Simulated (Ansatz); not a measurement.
System: InP (zinc blende type), 2 atoms in the cell.

```
In P
1.0
     0.00000    2.98000    2.98000
     2.98000    0.00000    2.98000
     2.98000    2.98000    0.00000
In P
1 1
Direct
  0.00000 0.00000 0.00000
  0.25000 0.25000 0.25000
```

All numbers below come from r²SCAN, plane waves, all-electron PAW datasets generated for the crystal, point nucleus (Ansatz 0.2.0 development build).

Cutoff 240 eV; k-mesh 6×6×6 Γ-centred; Fermi–Dirac smearing of 0.02 eV; no spin polarisation; no spin–orbit coupling.

Problem. How large is the gap on this mesh, is it direct, and where do the band edges lie (fractions of the reciprocal vectors of this cell)?

Solution. 0.87 eV, direct at (0.000, 0.000, 0.000).

Problem. List the levels near the gap at (0.000, 0.000, 0.000), (0.000, 0.000, 0.333), (0.000, 0.167, 0.167), (0.000, 0.167, 0.333), (0.000, 0.167, -0.167), in eV from the top of the valence band (v1 is the highest filled band, c1 the lowest empty one).

Solution. 
| k | v4 | v3 | v2 | v1 | c1 | c2 |
| --- | --- | --- | --- | --- | --- | --- |
| (0.000, 0.000, 0.000) | -11.65 | 0.00 | 0.00 | 0.00 | 0.87 | 4.42 |
| (0.000, 0.000, 0.333) | -10.58 | -4.49 | -0.74 | -0.74 | 1.88 | 5.19 |
| (0.000, 0.167, 0.167) | -11.25 | -2.12 | -0.77 | -0.77 | 2.80 | 3.46 |
| (0.000, 0.167, 0.333) | -10.63 | -3.90 | -1.43 | -1.26 | 2.95 | 4.02 |
| (0.000, 0.167, -0.167) | -10.88 | -3.37 | -1.61 | -0.42 | 2.88 | 4.76 |

Spin–orbit coupling is left out; with heavy elements it can shift the gap and split levels by tenths of an eV. Semilocal functionals give gaps that mostly lie well below measured ones.
